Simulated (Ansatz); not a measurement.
# Notes on Mg2SiO5

```
CELL_PARAMETERS angstrom
0.00000 0.00000 5.06282
4.12088 -5.34160 2.53141
4.12088 5.34160 -2.53141
ATOMIC_POSITIONS crystal
Mg 0.88000 0.36644 0.04784
Mg 0.19860 0.63356 0.95216
Mg 0.88000 0.95216 0.63356
Mg 0.19860 0.04784 0.36644
Si 0.38590 0.14500 0.85500
Si 0.67590 0.85500 0.14500
O 0.19720 0.36810 0.95530
O 0.61000 0.63190 0.04470
O 0.19720 0.04470 0.63190
O 0.61000 0.95530 0.36810
O 0.68320 0.16300 0.83700
O 0.00920 0.83700 0.16300
O 0.00000 0.31410 0.31410
O 0.00000 0.68590 0.68590
O 0.44000 0.00000 0.00000
O 0.52800 0.50000 0.50000
```

Single point in Ansatz 0.2.0 with PBE, no spin polarisation. Cutoff 420 eV, PAW datasets, 5×5×5 Γ-centred k mesh, methfessel-paxton filling (width 0.23 eV).

- Forces: The largest is on O11 (and as large on other atoms): 0.77 eV/Å, components (0.00, 0.24, 0.73). It makes 155° with the line to a nearest neighbour, Si5 at 1.61 Å, pointing away from it.
- Electronic structure: It is a metal, with about 18 states/eV a cell as the mean within 0.25 eV of the Fermi level, mostly O p (99 %).
- Formation energy: -1.93 eV an atom against the elements' usual phases (free molecules for gases, crystals otherwise, with no correction for O₂ or N₂), so it is bound against them; other compounds may still compete. Relaxing would lower it.
- Stress: The pressure is 5.0 GPa (compression positive), so with the atoms held at these fractions the cell would first expand. The principal stresses 3.2, 3.7, 8.2 GPa differ, so its shape would change too.

Origin: a known structure type with other elements, at an estimated volume, so it need not be a known compound. Caveats: many states at the Fermi level without spin polarisation, so a magnetic state may lie lower; wide smearing.
